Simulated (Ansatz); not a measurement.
Given:

Relaxed Pt (fcc, Cu type):

```
CELL_PARAMETERS angstrom
      3.97009     0.00000     0.00000
      0.00000     3.97009     0.00000
      0.00000     0.00000     3.97009
ATOMIC_POSITIONS crystal
  Pt 0.00000 0.00000 0.00000
  Pt 0.50000 0.50000 0.00000
  Pt 0.50000 0.00000 0.50000
  Pt 0.00000 0.50000 0.50000
```

In this cell atom 1 (Pt, nearest neighbour Pt at 2.807 Å; its periodic images, 4.0 Å or more away, move with it) is moved by s along Cartesian x, unit vector (1.000, 0.000, 0.000); all other atoms and the cell stay fixed.

The numbers are results of PBE (plane waves to 420 eV, PAW, scalar-relativistic; Ansatz, an electronic-structure program), not measurements. k mesh 10×10×10 (Γ-centred), Fermi-Dirac smearing 0.05 eV. The energy includes the smearing's −TS. With partly filled bands, energies and forces of such displacements shift with the k mesh and the smearing. Pt is run without spin polarisation. Pt was relaxed with its symmetry unable to fall. Spin-orbit coupling is left out, though Pt is heavy. The PAW data are Ansatz's earlier set. ΔE is measured from the undisplaced structure.

The scan covers s from -0.560 to 0.560 Å in 11 points.

Question: Is this a single well or a double well?

Answer: A single well with its minimum at or next to zero displacement.

Question: Is the energy the same for equal positive and negative displacements?

Answer: Even: the same for both signs. With its periodic images moving along, the atom's site symmetry in this cell is m-3m.

Question: What is the force constant k = d²E/ds² of this move at s = 0?

Answer: 11.2 eV/Å².

(A displaced cell: forces are minus the slopes of the energy, force constants its curvatures, and phonons follow from these.)
